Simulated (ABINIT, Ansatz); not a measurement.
This is a calculation of CaIrN2 for Ansatz 0.2.0. Atoms were shifted at random by some hundredths of an Å from the given cell, which wasn't relaxed again for these runs. The cell comes from a database or a generator and needn't be the stable form of this composition.

input.yaml

```yaml
crystal:
  lattice:
    - [1.6488500006, 0.9519639917, 5.0094002244]
    - [-1.6488500006, 0.9519639917, 5.0094002244]
    - [0.0, -1.9039279834, 5.0094002244]
  atoms:
    - { symbol: Ir, position: [0.490237, 0.501988, 0.521474] }
    - { symbol: Ca, position: [-0.004337, 0.004849, -0.010925] }
    - { symbol: "N", position: [0.218741, 0.234664, 0.227887] }
    - { symbol: "N", position: [0.758344, 0.789092, 0.763667] }
hamiltonian:
  xc: pbe
  pseudopotentials: { kind: paw }
kpoints:
  mp_grid: { grid: [9, 9, 9] }
scf:
  occupations: { method: fermi_dirac, width: 0.05 }
output:
  forces: true
  stress: true
  eigenvalues: true
```

Potentials or basis: Ansatz PAW.

Command:

```console
$ ansatz run input.yaml --threads 2 --pin off --max-ram 5120MiB --backend cpu --events-out ev --progress --plain --runs-dir out
```

What does the same run look like in ABINIT 10.8.3 (patched build)? Potentials or basis there: JTH PAW PBE v2.0, cutoff 707 eV.

As run (cutoffs and basis follow the program's own potentials, and thresholds, step limits or extra output files can differ):

File run.abi:

```
# Pseudopotentials
pp_dirpath "./"
pseudos "Ir.GGA_PBE-JTH.xml, Ca.GGA_PBE-JTH.xml, N.GGA_PBE-JTH.xml"

# Structure
acell 5.3590141233 5.3590141233 5.3590141233 Angstrom
rprim
     0.3076778606     0.1776378957     0.9347615269
    -0.3076778606     0.1776378957     0.9347615269
     0.0000000000    -0.3552757913     0.9347615269
ntypat 3
znucl 77 20 7
natom 4
typat 1 2 3 3
xred
     0.4902370000     0.5019880000     0.5214740000
    -0.0043370000     0.0048490000    -0.0109250000
     0.2187410000     0.2346640000     0.2278870000
     0.7583440000     0.7890920000     0.7636670000
chkprim 0
chksymtnons 0
tolsym 1.0e-6

# Plane-wave basis
ecut 707.496042 eV
pawecutdg 48.0
pawxcdev 0

# k points
kptopt 1
ngkpt 9 9 9
nshiftk 1
shiftk 0.0 0.0 0.0

# Exchange and correlation
ixc 11

# Bands and occupations
nband 22
occopt 3
tsmear 0.00183747

# SCF cycle
nstep 100
tolvrs 1.0e-9

# Output
iomode 3
prtwf 0
prtden 0
prteig 0
prtebands 0
enunit 1
```

Potentials or basis: JTH PAW PBE v2.0.

Command:

```bash
$ abinit run.abi > log 2>&1
```

Both were run:

|  | Ansatz | ABINIT |
| --- | --- | --- |
| Pressure | 0.9 GPa | 0.9 GPa |
| Largest force | 1.487 eV/Å | 1.523 eV/Å |
| Energy over the undisturbed cell | 26.2 meV/atom | 26.7 meV/atom |

Ansatz's pressure holds a Pulay term of +0.42 GPa for its cutoff of 420 eV, which the other run lacks.

The potentials hold 37 and 35 valence electrons a cell.

Where Ansatz's input types no cutoff or centring, it takes its own default and a Γ-centred mesh.

Pressure is positive in compression.
